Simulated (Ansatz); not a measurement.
SiC:
```cif
data_C3Si3
_chemical_formula_sum 'Si3 C3'
_space_group_name_H-M_alt 'P 1'
_space_group_IT_number 1
_cell_length_a 3.07264
_cell_length_b 3.07264
_cell_length_c 7.03936
_cell_angle_alpha 90.000
_cell_angle_beta 90.000
_cell_angle_gamma 120.000
loop_
_space_group_symop_operation_xyz
  'x, y, z'
loop_
_atom_site_label
_atom_site_type_symbol
_atom_site_fract_x
_atom_site_fract_y
_atom_site_fract_z
_atom_site_occupancy
Si1 Si 0.50000 0.00000 0.50000 1
Si2 Si 0.00000 0.50000 0.16667 1
Si3 Si 0.50000 0.50000 0.83333 1
C1 C 0.50000 0.00000 0.00000 1
C2 C 0.00000 0.50000 0.66667 1
C3 C 0.50000 0.50000 0.33333 1
```

Relaxed with r²SCAN. r²SCAN in the plane-wave PAW code Ansatz gives a gap of 1.18 eV.

What gap does HSE06 give on the same cell (Ansatz, PAW)?

1.65 eV, 0.47 eV more. The hybrid was solved on a coarser mesh and at special points; its gap is the smallest among all of these.

```json
[
 {"k": "Γ", "v1 r²SCAN": "0.00", "c1 r²SCAN": "3.84", "v1 HSE06": "(withheld)", "c1 HSE06": "(withheld)"},
 {"k": "A", "v1 r²SCAN": "-0.16", "c1 r²SCAN": "3.41", "v1 HSE06": "(withheld)", "c1 HSE06": "(withheld)"},
 {"k": "K", "v1 r²SCAN": "-2.42", "c1 r²SCAN": "3.06", "v1 HSE06": "-2.55", "c1 HSE06": "3.54"},
 {"k": "H", "v1 r²SCAN": "-2.48", "c1 r²SCAN": "3.24", "v1 HSE06": "(withheld)", "c1 HSE06": "(withheld)"},
 {"k": "M", "v1 r²SCAN": "-2.23", "c1 r²SCAN": "1.18", "v1 HSE06": "-2.36", "c1 HSE06": "1.65"},
 {"k": "L", "v1 r²SCAN": "-2.10", "c1 r²SCAN": "2.27", "v1 HSE06": "(withheld)", "c1 HSE06": "(withheld)"}
]
```

Top valence (v1) and lowest conduction level (c1) in eV from each method's valence maximum (which need not be a listed point): supply the withheld HSE06 values.


- L, v1 HSE06: -2.22
- L, c1 HSE06: 2.74
- H, v1 HSE06: -2.62
- H, c1 HSE06: 3.77
- Γ, v1 HSE06: 0.00
- Γ, c1 HSE06: 4.36
- A, v1 HSE06: -0.18
- A, c1 HSE06: 3.93

Cost on shared cores: the r²SCAN run (SCF on a 10×10×4 mesh, then bands and DOS) very roughly 50 core-seconds, the HSE06 run (SCF on 6×6×3, then a few points) about 60 core-seconds (a rough figure); the tasks are unlike.

Space group P6_222. The start of the workflow was typed in or built on a structure type; neither database checked (COD, Materials Project) lists it. It is not the phase usual at ambient conditions (space group No. 186, 216). The cell was relaxed with r²SCAN under the symmetry of its start; its stability against distortions is not shown here. Its formation energy is positive at this level, so the cell may be metastable or incomplete.

Potentials: the later of the program's two PAW sets.
